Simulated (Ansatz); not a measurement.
GaN (zinc blende)

```xyz
2
Lattice="0.0000 2.2743 2.2743 2.2743 0.0000 2.2743 2.2743 2.2743 0.0000" Properties=species:S:1:pos:R:3 pbc="T T T"
N      3.4114     3.4114     3.4114
Ga     0.0000     0.0000     0.0000
```

This relaxed cell (volume V₀) is scaled evenly in all directions, its shape held. Symmetry pins the atoms to their sites.

All values below come from PBE (plane waves to 420 eV, PAW, scalar-relativistic; Ansatz, a program for electronic structure). k mesh 12×12×12 (Γ-centred), Fermi-Dirac smearing 0.05 eV. Energies are smeared free energies. Compression counts positive. GaN was relaxed with its symmetry unable to fall. ΔE is measured from the relaxed starting cell.

```csv
V (Å³/atom),ΔE (meV/atom)
10.587,76.4
10.783,51.3
10.979,withheld
11.175,17.3
11.371,7.5
11.567,1.8
11.763,0.0
11.959,1.7
12.155,6.6
12.351,14.4
12.547,24.9
12.743,37.9
12.939,53.0
```

### Question
Fit a third-order Birch-Murnaghan form (E₀, V₀, B₀, B₀′ free) to the given rows and predict ΔE at V = 10.979.

### Answer
Least squares on the 12 given rows: ΔE = E₀ + (9V₀B₀/16)·y²·[2 + (B₀′ − 4)y], y = (V₀/V)^(2/3) − 1, with V₀ = 11.763 Å³/atom, B₀ = 171.9 GPa (160.2 GPa = 1 eV/Å³; the term in eV is multiplied by 1000), B₀′ = 4.45, E₀ = 0.00 meV/atom; root-mean-square residual 0.03 meV/atom. At 10.979 the fit gives 31.8 meV/atom; the calculation gives 31.8 meV/atom, the same to the digits shown. For the pressure the fit gives 13.8 GPa against the computed 13.8 GPa.

(A scan under strain: stresses follow from slopes of the energy per volume, elastic moduli from its curvatures.)
